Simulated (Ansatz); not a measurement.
Polymorphs of Mg, each relaxed with the program Ansatz at the LDA level (PAW):

A: simple hexagonal (P6/mmm)
a = b = 3.034 Å, c = 3.024 Å, α = β = 90.00°, γ = 120.00°

```
atom  site  symmetry       x       y       z
----  ----  --------  ------  ------  ------
Mg      1a     6/mmm  0.0000  0.0000  0.0000
```

B: bcc (W type) (Im-3m)
a = b = c = 3.509 Å, α = β = γ = 90.00°

```json
[
 {"atom": "Mg", "site": "2a", "symmetry": "m-3m", "x": "0.0000", "y": "0.0000", "z": "0.0000"}
]
```

### Question
Order them by energy per atom at 0 K (lowest first) at the level LDA.

### Answer
B (+0 meV/atom), A (+204 meV/atom)

Not the usual ambient phase: A; B. Unstable at this level: A; B. All cells were relaxed under the symmetry of their starts (and spin orders); stability against distortions was not tested throughout.

Energies hold the estimated change up to a 700 eV cutoff; steps of a few meV lie near the error of the meshes.

Potentials: the earlier of the program's two PAW sets. The files were generated under PBE; for other functionals the program regenerates the frozen cores, and for LDA and PBEsol the local potential too.
